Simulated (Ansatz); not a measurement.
**Molecular dynamics of NbReSi**

The computed numbers are results of PBEsol, scalar-relativistic (no spin polarisation) in the plane-wave PAW code Ansatz at 420 eV, Γ-centred 3×3×2 mesh, 0.05 eV Gaussian smearing. The datasets are Ansatz's generated set soft_2.

The chain of runs began from a structure of the Materials Project database, expanded in volume; all values here are this work's own. Such entries can be computed or ordered models and not known phases.

A 1×1×2 supercell of the relaxed crystal (18 atoms) starts from its ideal positions with Maxwell–Boltzmann velocities for 900 K; NVT with a Nosé–Hoover thermostat, time step 2.0 fs.

```xyz
18
Lattice="6.817 0.000 0.000 -3.409 5.904 0.000 0.000 0.000 6.553" Properties=species:S:1:pos:R:3 pbc="T T T"
Nb    1.369    2.371    1.638
Nb    0.671    5.904    1.638
Nb    4.777    3.533    1.638
Re    2.525    4.374    0.000
Re    1.766    0.000    0.000
Re   -0.883    1.530    0.000
Si    3.409    1.968    0.000
Si    0.000    3.936    0.000
Si   -3.409    5.904    1.638
Nb    1.369    2.371    4.915
Nb    0.671    5.904    4.915
Nb    4.777    3.533    4.915
Re    2.525    4.374    3.277
Re    1.766    0.000    3.277
Re   -0.883    1.530    3.277
Si    3.409    1.968    3.277
Si    0.000    3.936    3.277
Si   -3.409    5.904    4.915
```

**Question.** How do temperature, potential energy and pressure develop over the first steps?

**Answer.** Kinetic energy flows into the lattice: the temperature goes from 900 K to 166 K after 60 fs and is still falling, with the potential energy 96 meV/atom over the start. Starting from the bottom of their wells, the modes swing together and trade kinetic for potential energy, and the thermostat adds or takes energy besides: kinetic plus potential energy has changed by 7 meV/atom at the last step. The run is far too short for thermal averages. The temperature counts 3N − 3 degrees of freedom, and the pressure holds the kinetic part.

```
t (fs)  T (K)  E_pot − E_pot(0) (meV/atom)  P (GPa)  rms shift (Å)  drift of the conserved energy (meV/atom)
   0.0    900                          0.0     0.96          0.000                                      0.00
   4.0    857                          5.3     1.07          0.026                                      0.02
   8.0    737                         20.0     1.37          0.050                                      0.08
  12.0    574                         40.0     1.79          0.071                                      0.17
  16.0    417                         59.4     2.20          0.086                                      0.26
  20.0    311                         72.6     2.51          0.096                                      0.32
  24.0    282                         76.3     2.65          0.101                                      0.31
  28.0    327                         71.0     2.63          0.101                                      0.24
  32.0    412                         61.0     2.54          0.098                                      0.15
  36.0    491                         52.0     2.47          0.096                                      0.07
  40.0    523                         48.9     2.52          0.097                                      0.03
  44.0    488                         54.1     2.71          0.102                                      0.06
  48.0    395                         66.4     3.03          0.110                                      0.13
  52.0    280                         81.4     3.37          0.118                                      0.23
  56.0    189                         93.1     3.61          0.125                                      0.31
  60.0    166                         96.5     3.66          0.127                                      0.34
```

Positions (Å) and forces (eV/Å) at t = 40.0 fs:

```xyz
18
Lattice="6.817 0.000 0.000 -3.409 5.904 0.000 0.000 0.000 6.553" Properties=species:S:1:pos:R:3:forces:R:3 pbc="T T T"
Nb    1.317    2.291    1.794    0.212    0.605   -1.735
Nb    0.738    6.034    1.711   -0.660   -1.413   -0.806
Nb    4.768    3.484    1.611    0.641    0.310    0.259
Re    2.540    4.301   -0.062   -0.860    0.914    0.749
Re    1.811    0.080   -0.042   -0.147   -1.367    0.325
Re   -0.821    1.570    0.061   -0.763   -0.058   -0.671
Si    3.397    1.973    0.087    0.123    0.231   -0.663
Si    0.011    3.969   -0.024    0.102    0.100    0.347
Si   -3.351    5.828    1.580   -0.192    0.125    0.354
Nb    1.405    2.362    4.930   -0.576    0.091    0.571
Nb    0.618    6.004    4.888    0.720   -0.644    0.582
Nb    4.692    3.558    4.879    1.082   -0.727    0.532
Re    2.494    4.384    3.216   -0.074    0.155    0.750
Re    1.792   -0.008    3.294   -0.623    0.203    0.097
Re   -0.952    1.418    3.277    1.441    1.556   -0.032
Si    3.396    2.027    3.306   -0.124   -0.200   -0.243
Si   -0.021    3.944    3.265   -0.077   -0.008    0.308
Si   -3.421    5.900    4.963   -0.225    0.126   -0.721
```

These numbers lack spin–orbit coupling. The k-mesh is coarse, so small energy differences aren't converged.
